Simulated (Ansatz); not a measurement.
Al:
Space group Fd-3m, origin choice 1 (No. 227); a = 6.0506 Å, b = 6.0506 Å, c = 6.0506 Å, α = 90.00°, β = 90.00°, γ = 90.00°

```tsv
atom	site	symmetry	x	y	z
Al	8b	-43m	0.5000	0.5000	0.5000
```
(The calculation used a cell of 2 atoms; values per cell refer to that cell.)

This is the PBE-relaxed structure.

Question: All from PBE in the plane-wave PAW code Ansatz, unless another level is named. Predict the bulk modulus (Birch–Murnaghan fit).

Answer: 37.3 GPa.

Question: Give the elastic constants (relaxed ions, GPa).

Answer: C11 = 20.6, C12 = 45.5, C44 = -29.8.

Question: Next, the highest zone-centre frequency?

Answer: 271 cm^-1.

A made-up cell: these elements were put on the sites of a structure type; neither database checked (COD, Materials Project) lists it. It is not the phase usual at ambient conditions (space group No. 225). Symmetry was held in the PBE relaxation. At this level the phase is mechanically unstable. As this level gives no gap, shear constants depend on the k-mesh and smearing (Fermi–Dirac, 0.1 eV here). As this level gives no gap, phonon frequencies hold no LO–TO term and depend on the k-mesh and smearing (Fermi–Dirac, 0.1 eV here).

Potentials: the later of the program's two PAW sets.
